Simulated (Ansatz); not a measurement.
# Surface calculation: bcc K (100), 3 layers

The slab is cut from the bcc crystal, the stable phase, as relaxed on PAW files (73.74 Å³/atom), with 20 Å of vacuum and a dipole correction:

```yaml
crystal:
  lattice:
    - [5.28342, 0.00000, 0.00000]
    - [0.00000, 5.28342, 0.00000]
    - [0.00000, 0.00000, 25.28340]
  atoms:
    - { symbol: K, position: [0.00000, 0.00000, 0.39552] }
    - { symbol: K, position: [0.50000, 0.50000, 0.50000] }
    - { symbol: K, position: [0.00000, 0.00000, 0.60448] }
```

Level of theory: DFT with PBE, scalar-relativistic, in Ansatz 0.2.0; a Γ-centred 8×8×1 k mesh, Fermi–Dirac smearing of 0.08 eV, no spin polarisation. LAPW: all electrons, basis error target 1 meV/atom; PAW: frozen-core files, cutoff 420 eV.

The bulk energy comes from a cell in the slab's orientation on a 8×8×8 mesh. The surface energy is (E(slab) − N·E(bulk))/2A at zero smearing, the mean of both faces; thin slabs carry quantum-size effects.

The cell is 1×1, so reconstructions are forbidden, and in slabs of four or five layers the relaxations can be far larger than at a real surface.

Task: As cut, the LAPW slab lies 0.391 eV above 3 atoms of bulk. What surface energy is that?

Result: Over two faces of 27.91 Å² it is 7.0 meV/Å², and times 16.02 J/m² per eV/Å² that gives γ = 0.112 J/m².

```
method  γ as cut (J/m²)  γ relaxed (J/m²)  Φ as cut (eV)  Φ relaxed (eV)
  LAPW            0.112             0.112           2.24            2.24
   PAW            0.112             0.112           2.24            2.24
```

Task: How do the spacings between the planes relax?

Result: From the bottom face up: d12 0.0 % of 2.642 Å, d23 0.0 % of 2.642 Å.

Task: What changes if the vacuum is set to 13 Å?

Result: LAPW then gives: no gap, work function 2.22 eV; PAW: no gap, work function 2.22 eV. The program warns that the vacuum is too thin.

Task: A field of 0.3 V/Å is applied along the normal, atoms held. What follows?

Result: LAPW finds an induced dipole of 0.4826 e·Å a cell (PAW 0.4823), that is 10.43 Å for 4πα over the area, against 5.28 Å between the outer atoms.

Task: A 2p core hole is made on one atom of each kind in every 1×1 cell (PAW hole dataset, neutral cell, valence without spin). What does it cost by layer?

Result: layer 1 294.19 eV, layer 2 293.85 eV. Shifts between layers mean more than the absolute values, and a whole layer of holes screens otherwise than one hole.

Task: In the relaxed 1×1 cell, replace the outer, then the middle K by Ca, which changes a whole layer. What shift does this Z+1 picture give?

Result: E(outer) − E(middle) = +0.31 eV by LAPW and +0.31 eV by PAW; a positive value puts the surface line at higher binding energy.
